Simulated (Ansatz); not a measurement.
Given:

AlN:
```
AlN
1.0
    0.00000     2.01246     2.01246
    2.01246     0.00000     2.01246
    2.01246     2.01246     0.00000
Al N
1 1
Direct
  0.50000   0.50000   0.50000
  0.00000   0.00000   0.00000
```

This is the r²SCAN+D4-relaxed structure.

**Question.** All from the program Ansatz at the r²SCAN+D4 level (PAW), unless another level is named. Predict the electron effective mass.

**Answer.** 0.34, 0.34, 0.57 mₑ (principal values).

**Question.** Give the formation energy from the elements (no fitted shifts).

**Answer.** -1.52 eV/atom.

**Question.** What about the band gap?

**Answer.** 5.61 eV (indirect).

Space group Fm-3m (rock salt). This is a known high-pressure phase of the composition, computed here at zero pressure and temperature. The cell was relaxed with r²SCAN+D4 under the symmetry of its start; its stability against distortions is not shown here. The volume moved by -38 % from the start of the relaxation. The references are the lowest solids computed at this level, not always the standard phases (solids in place of the gases).

Potentials: the earlier of the program's two PAW sets.
